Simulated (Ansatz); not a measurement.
Y2N: computed property card

Y$_{2}$N:
```
CELL_PARAMETERS angstrom
      4.55580     0.00000     0.00000
      0.00000     4.55580     0.00000
      0.00000     0.00000     7.06061
ATOMIC_POSITIONS crystal
  Y  0.00000 0.00000 0.00000
  Y  0.50000 0.50000 0.00000
  Y  0.50000 0.00000 0.60160
  Y  0.00000 0.50000 0.39840
  N  0.50000 0.00000 0.90793
  N  0.00000 0.50000 0.09207
```

Space group P4/nmm (No. 129); conventional cell a = b = 4.5558 Å, c = 7.0606 Å, α = β = γ = 90.00°.

Method: the program Ansatz at the r²SCAN+D4 level (PAW). Geometry: relaxed at this level of theory. Other levels are named where they apply.

Cell and energy:

Volume per atom: 24.42 Å³
Density: 4.35 g/cm³
Formation energy from the elements (no fitted shifts): -1.10 eV/atom

Electronic structure:

* **Electronic character**: metallic (no gap)
* **Density of states at the Fermi level**: 0.85 states/eV per atom (mean over ±0.08 eV)

Mechanics:

* **Bulk modulus (Birch–Murnaghan fit)**: 52.5 GPa
* **Pressure derivative B′**: 2.6

Charges:

- Bader charges: Y +0.27 to +1.78, N -2.05 e

The cell is a constructed one: a structure type filled with these elements; neither database checked (COD, Materials Project) lists it. Whether it is the stable phase at ambient conditions was not checked. The r²SCAN+D4 relaxation kept the symmetry of its start; whether a distortion lowers the energy is not shown. No spin polarisation was allowed. The references are the lowest solids computed at this level, not always the standard phases (solids in place of the gases). Scalar-relativistic: spin–orbit coupling is off unless named, which matters more the heavier the elements.

Potentials: the later of the program's two PAW sets.
